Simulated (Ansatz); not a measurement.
CaHBr:
```cif
data_H2Br2Ca2
_chemical_formula_sum 'Ca2 H2 Br2'
_space_group_name_H-M_alt 'P 1'
_space_group_IT_number 1
_cell_length_a 3.82554
_cell_length_b 3.82554
_cell_length_c 8.06894
_cell_angle_alpha 90.000
_cell_angle_beta 90.000
_cell_angle_gamma 90.000
loop_
_space_group_symop_operation_xyz
  'x, y, z'
loop_
_atom_site_label
_atom_site_type_symbol
_atom_site_fract_x
_atom_site_fract_y
_atom_site_fract_z
_atom_site_occupancy
Ca1 Ca 0.00000 0.50000 0.16001 1
Ca2 Ca 0.50000 0.00000 0.83999 1
H1 H 0.50000 0.50000 0.00000 1
H2 H 0.00000 0.00000 0.00000 1
Br1 Br 0.00000 0.50000 0.67525 1
Br2 Br 0.50000 0.00000 0.32475 1
```

Relaxed with r²SCAN+D4. r²SCAN+D4 (plane waves, PAW; program Ansatz) gives a gap of 4.55 eV.

**Question.** What gap does HSE06 give on the same cell (Ansatz, PAW)?

**Answer.** 5.30 eV, 0.75 eV more. The hybrid was solved on a coarser mesh and at special points; the gap given is the minimum over both.

Cost on shared cores: the r²SCAN+D4 run (SCF on a 7×7×4 mesh, then bands and DOS) very roughly 90 core-seconds, the HSE06 run (SCF on 4×4×2, then a few points) very roughly 60 core-seconds; the tasks are unlike.

Space group P4/nmm. The first step of the workflow began from a Materials Project structure, measured or hypothetical; the Crystallography Open Database files this formula in space group No. 129, but the cells were not matched. Whether it is the stable phase at ambient conditions was not checked. Symmetry was held in the r²SCAN+D4 relaxation; its stability against distortions is not shown here. Spin–orbit coupling is left out wherever it is not named.

Potentials: the later of the program's two PAW sets.
